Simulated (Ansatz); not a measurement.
# Is this Zn₃CdTe₄ structure a true minimum?

It was reached by relaxing an invented guess, and it needn't be the stable form of this composition.

Computed with Ansatz, DFT PBE, scalar-relativistic, plane waves, PAW. Settings: cutoff 420 eV, Γ-centred mesh 6×6×2 on the computed 8-atom cell, Gaussian smearing of 0.02 eV; no spin polarisation.

The cell below (8 atoms, space group P-4m2 (No. 115)) is relaxed within its symmetry.

```
Zn Cd Te
1.0
     4.44089    0.00000    0.00000
     0.00000    4.44089    0.00000
     0.00000    0.00000   12.61477
Zn Cd Te
3 1 4
Direct
  0.00000 0.00000 0.75958
  0.50000 0.50000 0.00000
  0.00000 0.00000 0.24042
  0.50000 0.50000 0.50000
  0.50000 0.00000 0.87982
  0.00000 0.50000 0.12018
  0.50000 0.00000 0.35990
  0.00000 0.50000 0.64009
```

For the test it was strained at random (σ = 1.5 % a component), the atoms were moved at random (σ = 0.05 Å), and all was relaxed again on a coarse 4×4×1 mesh (in the run’s order of axes) with 0.10 eV smearing, with no symmetry imposed.

Spin–orbit coupling, which can matter for Te, is left out.

**Question.** Is the structure stable against such a distortion?

**Answer.** It returns, within 1 meV/atom of the unmoved cell on that mesh and with the same symmetry when read at 0.1 Å. No instability shows in this cell; modes of other wave vectors, which need another repeat, aren't tested.
